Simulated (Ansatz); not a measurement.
Relaxed-ion elastic tensor of RuN$_{3}$ (ReO3 type, Pm-3m) in GPa (Voigt order), PBEsol (plane waves, PAW; program Ansatz); density 4.42 g/cm³, 13.45 Å³ per atom.

```
 491  60.0  60.0   0.0   0.0   0.0
60.0   491  60.0   0.0   0.0   0.0
60.0  60.0   491   0.0   0.0   0.0
 0.0   0.0   0.0   4.7   0.0   0.0
 0.0   0.0   0.0   0.0   4.7   0.0
 0.0   0.0   0.0   0.0   0.0   4.7
```

Q: Is the crystal mechanically stable?

A: Yes: the smallest eigenvalue of C is 4.7 GPa.

Q: Work out the Voigt and Reuss bounds. Is their mean of use?

A: K_V = 204, K_R = 204; G_V = 89.1, G_R = 7.8 GPa. The bounds lie so far apart that a Hill average or a Debye temperature from it would say little.

The start of the workflow was typed in or built on a structure type; neither database checked (COD, Materials Project) lists it. Its standing as an ambient phase is unchecked. Symmetry was held in the PBEsol relaxation; its stability against distortions is not shown here. Magnetic state: ferromagnetic, the only order run, not a proven ground state. The cell computed holds one magnetic atom, so no antiferromagnetic order was within reach. Its formation energy is positive at this level, so the cell may be metastable or incomplete. No Hubbard U is applied. As this level gives no gap, shear constants depend on the k-mesh and smearing (Fermi–Dirac, 0.1 eV here).

Potentials: the earlier of the program's two PAW sets. The files were generated under PBE; for other functionals the program regenerates the frozen cores, and for LDA and PBEsol the local potential too.
